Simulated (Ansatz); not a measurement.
# Li2Ga: pressure against volume

A database entry relaxed whole under r2SCAN (Cmcm):

```yaml
crystal:
  lattice:
    - [2.25069, -4.73129, 0.00000]
    - [2.25069, 4.73129, 0.00000]
    - [0.00000, 0.00000, 4.30087]
  atoms:
    - { symbol: Li, position: [0.58617, 0.41383, 0.25000] }
    - { symbol: Li, position: [0.41383, 0.58617, 0.75000] }
    - { symbol: Li, position: [0.24011, 0.75989, 0.25000] }
    - { symbol: Li, position: [0.75989, 0.24011, 0.75000] }
    - { symbol: Ga, position: [0.92396, 0.07604, 0.25000] }
    - { symbol: Ga, position: [0.07604, 0.92396, 0.75000] }
```

The cell was scaled uniformly, its shape held, and the atoms relaxed at each volume with plane-wave PAW DFT (Ansatz 0.2.0; r2SCAN, 500 eV, 8×8×8 Γ-centred mesh, fermi-dirac occupations of width 0.100 eV; no spin, no spin-orbit coupling). One row is withheld.

```
volume (Å³/atom)  energy over the lowest (meV/atom)  pressure (GPa)
          14.350                                6.8            2.51
          14.656                                2.9            1.59
          14.961                                  ?               ?
          15.266                                0.0            0.01
          15.572                                0.7           -0.67
          15.877                                2.6           -1.28
          16.182                                5.6           -1.84
```

Problem. Fit the pressures of the other rows to the third-order Birch-Murnaghan form.

Solution. With f = [(V₀/V)^(2/3) − 1]/2 and P = 3B₀f(1 + 2f)^(5/2)[1 + 3(B₀′ − 4)f/2], least squares gives V₀ = 15.27 Å³ an atom, B₀ = 35.6 GPa and B₀′ = 3.9; the rows miss the fit by less than 0.01 GPa. The slope of the energies differs from these pressures by less than 0.05 GPa.

Problem. What does the withheld row hold?

Solution. The fit gives 0.76 GPa at 14.961 Å³; the run gave 0.76 GPa and 0.7 meV an atom.

Caveats: the shape of the cell was held, so B₀ is an upper bound where the axes differ in stiffness; 0 K, fixed nuclei; the symmetry was kept, and this need not be the phase that is stable at 0 K; one mesh for all volumes; pressure is positive in compression.
